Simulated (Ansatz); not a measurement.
Molecular dynamics on a 2×2×1 supercell (12 atoms) of SnSe2 (P-3m1), relaxed with r2SCAN+rVV10. Forces come from r2SCAN in Ansatz: constant energy and volume (NVE), velocities drawn at 800 K, steps of 1.5 fs. Classical nuclei, no spin polarisation; a few dozen steps show the first response, not equilibrium.

```yaml
crystal:
  lattice:
    - [7.6503276808, -1.0e-10, 0.0]
    - [-3.8251638404, 6.6253781189, 0.0]
    - [0.0, 0.0, 6.2270561301]
  atoms:
    - { symbol: Sn, position: [0.0, 0.0, 0.0] }
    - { symbol: Se, position: [0.1666666667, 0.3333333333, 0.2530760434] }
    - { symbol: Se, position: [0.3333333333, 0.1666666667, 0.7469239566] }
    - { symbol: Sn, position: [0.0, 0.5, 0.0] }
    - { symbol: Se, position: [0.1666666667, 0.8333333333, 0.2530760434] }
    - { symbol: Se, position: [0.3333333333, 0.6666666667, 0.7469239566] }
    - { symbol: Sn, position: [0.5, 0.0, 0.0] }
    - { symbol: Se, position: [0.6666666667, 0.3333333333, 0.2530760434] }
    - { symbol: Se, position: [0.8333333333, 0.1666666667, 0.7469239566] }
    - { symbol: Sn, position: [0.5, 0.5, 0.0] }
    - { symbol: Se, position: [0.6666666667, 0.8333333333, 0.2530760434] }
    - { symbol: Se, position: [0.8333333333, 0.6666666667, 0.7469239566] }
kpoints:
  mp_grid: { grid: [3, 3, 2] }
hamiltonian:
  xc: r2scan
scf:
  occupations: { method: fermi_dirac, width: 0.069 }
md:
  ensemble: nve
  temperature: 800
  timestep: 1.5
  n_steps: 30
  initial_velocities: maxwell_boltzmann
  seed: 4629
```

Run as `ansatz run input.yaml --threads 4 --pin off --max-ram 3686MiB --backend cpu --events-out ev --progress --plain --runs-dir out`. Wall time 6.6 min on 4 threads of Arm Neoverse V1, on a shared host; peak host memory 1.9 GiB.

Task: How do temperature and energy develop?

Result: The temperature goes from 800 K to 179 K in 45 fs. The atoms start on their lattice sites with kinetic energy alone, so much of it first passes into potential energy. The conserved energy stays within 0.04 meV an atom. By the last step the atoms have moved 0.15 Å in the root mean square, the drift of the whole cell taken out, 0.24 Å at most.
```tsv
step	t (fs)	T (K)	free energy F from step 0 (meV/atom)	kinetic energy (meV/atom)	largest force (eV/Å)
0	0	800	0.0	94.8	0.04
1	1.5	798	0.2	94.6	0.13
2	3	793	0.8	93.9	0.25
3	4.5	785	1.8	93.0	0.38
4	6	774	3.1	91.7	0.50
5	7.5	760	4.8	90.0	0.62
6	9	743	6.8	88.0	0.75
7	10.5	724	9.0	85.8	0.87
8	12	703	11.6	83.2	0.99
9	13.5	679	14.3	80.5	1.10
10	15	654	17.3	77.5	1.22
11	16.5	627	20.5	74.3	1.33
12	18	599	23.9	70.9	1.45
13	19.5	569	27.3	67.5	1.55
14	21	539	30.9	63.9	1.66
15	22.5	509	34.5	60.3	1.76
16	24	478	38.1	56.7	1.85
17	25.5	448	41.7	53.1	1.94
18	27	418	45.3	49.5	2.02
19	28.5	389	48.8	46.1	2.10
20	30	361	52.1	42.7	2.17
21	31.5	334	55.3	39.5	2.23
22	33	308	58.3	36.5	2.28
23	34.5	285	61.1	33.7	2.32
24	36	263	63.7	31.1	2.36
25	37.5	243	66.0	28.8	2.38
26	39	226	68.1	26.8	2.39
27	40.5	211	69.9	25.0	2.40
28	42	198	71.4	23.4	2.39
29	43.5	187	72.6	22.2	2.37
30	45	179	73.6	21.3	2.34
```

Positions (Å) and forces (eV/Å) at step 30:
```
Sn  -0.063   0.003   0.106    -0.395  -0.179  -0.696
Se   0.019   2.189   1.629     0.240   0.346  -0.254
Se   2.026   1.068   4.444    -0.583   0.432   0.899
Sn  -1.752   3.398  -0.002    -1.765  -1.440   0.543
Se  -2.028   5.583   1.552     0.592  -0.316   0.645
Se  -0.090   4.354   4.664     1.153   0.681  -0.618
Sn   3.609   0.081  -0.017     1.749   0.011   0.191
Se   3.791   2.200   1.683     0.212   0.072  -1.091
Se   5.890   0.977   4.669    -0.769   0.590   0.158
Sn   1.962   3.272  -0.063     0.257   0.264   0.193
Se   1.875   5.506   1.590    -0.473  -0.284  -0.373
Se   3.921   4.431   4.641    -0.218  -0.177   0.402
```
